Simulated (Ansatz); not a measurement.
CaF2 (fluorite)

```xyz
3
Lattice="0.0000 2.7555 2.7555 2.7555 0.0000 2.7555 2.7555 2.7555 0.0000" Properties=species:S:1:pos:R:3 pbc="T T T"
Ca     0.0000     0.0000     0.0000
F      4.1333     4.1333     4.1333
F      1.3778     1.3778     1.3778
```

The slice is a {100} plane (indices of the conventional cell) through the point (0.750, 0.750, 0.750) (fractional), spanned by u = [100] and v = [0 1 -1] in vectors of this cell: u (3.90 Å) and v (3.90 Å, at 90° to u). It covers one period; positions are fractions (u, v).

All values below come from PBE (plane waves to 420 eV, PAW, scalar-relativistic; Ansatz, an electronic-structure program). k mesh 10×10×10. These are valence fields of a PAW run, semicore shells included where kept as valence: close to a nucleus they are smooth pseudo fields. CaF2 was relaxed with its symmetry unable to fall.

**Question.** Sketch the electron localisation function (ELF) on this plane as a map.

**Answer.** 
```
|xxxx@@@%*-.           .-*%@@@xxx|
|xxxx@@@#+-.           .-+#@@@xxx|
|xxx@@@%#=:             :=#%@@@xx|
|x@@@@@#+-.             .-+#@@@@@|
|@@@@@%*=.               .=*%@@@@|
|@@@%#*=:      .....      :=*#%@@|
|%%##+=:     .:-----:.     :=+##%|
|**+=-.     .-=+***+=-.     .-=+*|
|---:.     :=+##%%%##+=:     .:--|
|...      :=*#%@@@@@%#*=:      ..|
|        .=*%@@@@@@@@@%*=.       |
|       .-+#@@@@@x@@@@@#+-.      |
|       :=#%@@@xxxxx@@@%#=:      |
|      .-+#@@@xxxxxxx@@@#+-.     |
|      .-*%@@@xxxxxxx@@@%*-.     |
|      .-*%@@xxxxxxxxx@@%*-.     |
|      .-*%@@@xxxxxxx@@@%*-.     |
|      .-+#@@@xxxxxxx@@@#+-.     |
|       :=#%@@@xxxxx@@@%#=:      |
|       .-+#@@@@@x@@@@@#+-.      |
|        .=*%@@@@@@@@@%*=.       |
|...      :=*#%@@@@@%#*=:      ..|
|---:.     :=+##%%%##+=:     .:--|
|**+=-.     .-=+***+=-.     .-=+*|
|%%##+=:     .:-----:.     :=+##%|
|@@@%#*=:      .....      :=*#%@@|
|@@@@@%*=.               .=*%@@@@|
|x@@@@@#+-.             .-+#@@@@@|
|xxx@@@%#=:             :=#%@@@xx|
|xxxx@@@#+-.           .-+#@@@xxx|
|xxxx@@@%*-.           .-*%@@@xxx|
|xxxxx@@%*-.           .-*%@@xxxx|
```
Scale: ten equal steps from 0.01 (start of ' ') to 0.81 (end of '@'), in the order ' .:-=+*#%@'. Values: electron localisation function (ELF). The map has 32 points along u (one character each, u = 0 at the left) and 32 along v (v = 0 in the bottom row). Points within 0.5 Å of a nucleus are blanked (x), as the pseudised field means little there.
